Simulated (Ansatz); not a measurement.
Input file for Ansatz (a first-principles code):

Ansatz 0.2 input:
```yaml
crystal:
  lattice:
    - [8.1842522862, 0.0, 0.0]
    - [0.0, 4.1261829954, 0.0]
    - [0.0, 0.0, 6.0943086146]
  atoms:
    - { symbol: Sn, position: [0.6040184993, 0.25, 0.6865389358] }
    - { symbol: Sn, position: [0.1040184993, 0.25, 0.8134610642] }
    - { symbol: Sn, position: [0.3959815007, 0.75, 0.3134610642] }
    - { symbol: Sn, position: [0.8959815007, 0.75, 0.1865389358] }
    - { symbol: Se, position: [0.6638325965, 0.25, 0.1332329823] }
    - { symbol: Se, position: [0.1638325965, 0.25, 0.3667670177] }
    - { symbol: Se, position: [0.3361674035, 0.75, 0.8667670177] }
    - { symbol: Se, position: [0.8361674035, 0.75, 0.6332329823] }
kpoints:
  mp_grid: { grid: [4, 7, 5] }
  band_path:
    path:
      - [[0.0, 0.0, 0.0], [0.5, 0.0, 0.0], [0.5, 0.5, 0.0], [0.0, 0.5, 0.0], [0.0, 0.0, 0.0], [0.0, 0.0, 0.5], [0.5, 0.0, 0.5], [0.5, 0.5, 0.5], [0.0, 0.5, 0.5], [0.0, 0.0, 0.5]]  # Γ-X-S-Y-Γ-Z-U-R-T-Z
      - [[0.5, 0.0, 0.0], [0.5, 0.0, 0.5]]  # X-U
      - [[0.0, 0.5, 0.0], [0.0, 0.5, 0.5]]  # Y-T
      - [[0.5, 0.5, 0.0], [0.5, 0.5, 0.5]]  # S-R
    npoints: 6
basis: { xc_grid: 2 }
hamiltonian:
  xc: pbesol
  pseudopotentials: { kind: paw }
magnetization: { noncollinear: true, spin_orbit: true }
scf:
  n_extra_bands: 16
  convergence: { dr2_threshold: 0.0000000001 }
  occupations: { method: gaussian, width: 0.05 }
output: { eigenvalues: true }
```

Output (shortened):

```
Pseudopotential: Sn, paw_fr, valence charge 14
Pseudopotential: Se, paw_fr, valence charge 16
Functional definition: PBEsol
non-collinear run that drives no moment, with spin-orbit …
Crystal: 8 atoms, lattice volume = 205.803 Å³
Basis set: ecut = 420 eV, 4027 PW (Γ), exchange–correlation on 120×60×90 points (8 copies of the dense FFT grid, shifted against one another)
Bands: 136, of which v1, the nominal top of the filled ones, is band 120 counted from 1 (119 counted from 0)
Symmetry: 8 space group operations + 8 with time reversal
k-points: 36 of 140
Projection manifold: j_resolved (fully-relativistic pseudo-atomic orbitals)
SCF iter   1: F=—  HF=-45509.306493 eV  |F-HF|=—  |Δ(HF+E_count)|=         —  Δρ=2.89e-2  dr2=2.72e0  dr2_m=0.00e0 (ungated)  ethr=3.10e-3  |M|=0.00e0 ∫|m|=0.00e0 μB  |m|>n=0.0e0 m-floor=0.0e0 τ_xc=0.0e0  β_m=0.30  ⟨swp⟩=6.8  Hψ=10340  notcnv=0  defer=16
preconditioner: auto → Resta (q_TF=auto, 2.494 Å⁻¹)
spin=Noncollinear: Resta preconditioning applied to the charge; magnetization (m_x, m_y, m_z) channels mix plain (no charge-response kernel on spin).
SCF iter   2: F=—  HF=-45508.709284 eV  |F-HF|=—  |Δ(HF+E_count)|=   5.97e-1  Δρ=1.84e-2  dr2=8.59e-1  dr2_m=0.00e0 (ungated)  ethr=2.27e-3  |M|=0.00e0 ∫|m|=0.00e0 μB  |m|>n=0.0e0 m-floor=0.0e0 τ_xc=0.0e0  β_m=0.48  ⟨swp⟩=2.0  Hψ=2995  notcnv=0  defer=346
SCF iter   3: F=—  HF=-45508.441270 eV  |F-HF|=—  |Δ(HF+E_count)|=   2.68e-1  Δρ=6.21e-3  dr2=5.36e-2  dr2_m=0.00e0 (ungated)  ethr=7.16e-4  |M|=0.00e0 ∫|m|=0.00e0 μB  |m|>n=0.0e0 m-floor=0.0e0 τ_xc=0.0e0  β_m=0.65  ⟨swp⟩=3.9  Hψ=3935  notcnv=0  defer=346
SCF iter   4: F=—  HF=-45508.424404 eV  |F-HF|=—  |Δ(HF+E_count)|=   1.69e-2  Δρ=1.04e-3  dr2=2.28e-3  dr2_m=0.00e0 (ungated)  ethr=4.46e-5  |M|=0.00e0 ∫|m|=0.00e0 μB  |m|>n=0.0e0 m-floor=0.0e0 τ_xc=0.0e0  β_m=0.68  ⟨swp⟩=2.0  Hψ=2509  notcnv=0  defer=346
SCF iter   5: F=—  HF=-45508.424359 eV  |F-HF|=—  |Δ(HF+E_count)|=   4.51e-5  Δρ=3.03e-4  dr2=1.42e-4  dr2_m=0.00e0 (ungated)  ethr=1.90e-6  |M|=0.00e0 ∫|m|=0.00e0 μB  |m|>n=0.0e0 m-floor=0.0e0 τ_xc=0.0e0  β_m=0.81  ⟨swp⟩=3.0  Hψ=4436  notcnv=0  defer=346
SCF iter   6: F=—  HF=-45508.424432 eV  |F-HF|=—  |Δ(HF+E_count)|=   7.30e-5  Δρ=7.20e-5  dr2=1.15e-5  dr2_m=0.00e0 (ungated)  ethr=1.18e-7  |M|=0.00e0 ∫|m|=0.00e0 μB  |m|>n=0.0e0 m-floor=0.0e0 τ_xc=0.0e0  β_m=0.84  ⟨swp⟩=3.0  Hψ=4445  notcnv=0  defer=346
SCF iter   7: F=—  HF=-45508.424436 eV  |F-HF|=—  |Δ(HF+E_count)|=   4.63e-6  Δρ=1.35e-5  dr2=4.15e-7  dr2_m=0.00e0 (ungated)  ethr=9.60e-9  |M|=0.00e0 ∫|m|=0.00e0 μB  |m|>n=0.0e0 m-floor=0.0e0 τ_xc=0.0e0  β_m=0.92  ⟨swp⟩=3.0  Hψ=4435  notcnv=0  defer=346
SCF iter   8: F=—  HF=-45508.424450 eV  |F-HF|=—  |Δ(HF+E_count)|=   1.38e-5  Δρ=2.68e-6  dr2=1.37e-8  dr2_m=0.00e0 (ungated)  ethr=3.45e-10  |M|=0.00e0 ∫|m|=0.00e0 μB  |m|>n=0.0e0 m-floor=0.0e0 τ_xc=0.0e0  β_m=0.94  ⟨swp⟩=3.0  Hψ=4573  notcnv=0  defer=346
SCF iter  10: F=-45508.424450 eV  HF=-45508.424450 eV  |F-HF|=7.28e-12  |Δ(HF+E_count)|=  1.46e-10  Δρ=1.96e-7  dr2=7.92e-11  dr2_m=0.00e0 (ungated)  ethr=1.00e-12  |M|=0.00e0 ∫|m|=0.00e0 μB  |m|>n=0.0e0 m-floor=0.0e0 τ_xc=0.0e0  ⟨swp⟩=8.5  Hψ=11032  notcnv=0
SCF 1 converged in 10 iterations: F = -45508.424450 eV  dr2 = 7.92e-11
NSCF: frozen V_eff on 76 k-points
SCF converged after 10 iterations
Magnetization: |M| = 0.0000 μB,  M = (+0.0000, +0.0000, +0.0000) μB
Absolute magnetization: 0.0000 μB (∫|m|)
  site 0: m = (+0.0000, +0.0000, +0.0000) μB, |m| = 0.0000 μB  (R = 1.14 Å)
  site 1: m = (+0.0000, +0.0000, +0.0000) μB, |m| = 0.0000 μB  (R = 1.14 Å)
  site 2: m = (+0.0000, +0.0000, +0.0000) μB, |m| = 0.0000 μB  (R = 1.14 Å)
  site 3: m = (+0.0000, +0.0000, +0.0000) μB, |m| = 0.0000 μB  (R = 1.14 Å)
  site 4: m = (+0.0000, +0.0000, +0.0000) μB, |m| = 0.0000 μB  (R = 1.14 Å)
  site 5: m = (+0.0000, +0.0000, +0.0000) μB, |m| = 0.0000 μB  (R = 1.14 Å)
  site 6: m = (+0.0000, +0.0000, +0.0000) μB, |m| = 0.0000 μB  (R = 1.14 Å)
  site 7: m = (+0.0000, +0.0000, +0.0000) μB, |m| = 0.0000 μB  (R = 1.14 Å)
Free energy (F): -45508.424450 eV
Harris-Foulkes:  -45508.424450 eV  (|F-HF|=7.28e-12)
Internal energy: -45508.424450 eV  (E = F + TS)
E sigma→0 (E₀):  -45508.424450 eV
Fermi energy:    9.817470 eV
--- Per-component energies (eV) ---
  E_band       = -1835.673922
  E_kinetic    = 1219.551286
  E_local      = -12913.618998  (includes V_loc(G=0)·N_el)
  E_nonlocal   = -2492.411684
  E_hartree    = 6832.737331
  E_xc         = -1935.028685
  E_vxc        = -783.877935  (∫ρ·V_xc dr)
  E_paw        = -23731.083203  (= ΣΔE_a)
  E_vpaw       = -530.789295  (= ΣTr[D̂ρ^β])
  E_aug_tail   = -0.002332  (compensation charges beyond the density's cutoff)
  E_ewald      = -12493.769456
  E_core_change = 5.201291  (= ΣΔE_core)
  E_smearing   =  0.000000  (= −TS)
  E_closure    =  0.000000  (closes the sum)
  Σ components = -45508.424450   (vs F -45508.424450, Δ=0.00e0)
  [band-id]    e_kinetic+e_local+e_nonlocal+2·e_hartree+e_vxc+e_vpaw+e_augmentation_tail = -1835.674297   (vs E_band -1835.673922, Δ=-3.75e-4)
--- Band table (eV; the first three rows and the last of 36) ---
  k-point 0: bands = ["-38.6033", "-38.6033", "-38.6032", "-38.6032", "-38.6032", "-38.6032", "-38.6031", "-38.6031", "-38.5903", "-38.5903", "-38.5902", "-38.5902", "-38.5902", "-38.5902", "-38.5902", "-38.5902", "-37.7114", "-37.7114", "-37.7113", …
  k-point 1: bands = ["-38.6033", "-38.6033", "-38.6032", "-38.6032", "-38.6032", "-38.6032", "-38.6031", "-38.6031", "-38.5903", "-38.5903", "-38.5902", "-38.5902", "-38.5902", "-38.5902", "-38.5902", "-38.5902", "-37.7114", "-37.7114", "-37.7113", …
  k-point 2: bands = ["-38.6033", "-38.6033", "-38.6033", "-38.6033", "-38.6032", "-38.6032", "-38.6032", "-38.6032", "-38.5903", "-38.5903", "-38.5902", "-38.5902", "-38.5902", "-38.5902", "-38.5902", "-38.5902", "-37.7114", "-37.7114", "-37.7113", …
  k-point 35: bands = ["-38.6032", "-38.6032", "-38.6032", "-38.6032", "-38.6032", "-38.6032", "-38.6032", "-38.6032", "-38.5902", "-38.5902", "-38.5902", "-38.5902", "-38.5902", "-38.5902", "-38.5902", "-38.5902", "-37.7113", "-37.7113", "-37.7113", …
```

Cost: about 12 core-minutes (a rough figure) on shared cores.

Space group Pnma. The cell was relaxed with PBEsol under the symmetry of its start. The volume moved by 32 % from the start of the relaxation.

Potentials: the later of the program's two PAW sets.

Ansatz is a plane-wave DFT program.
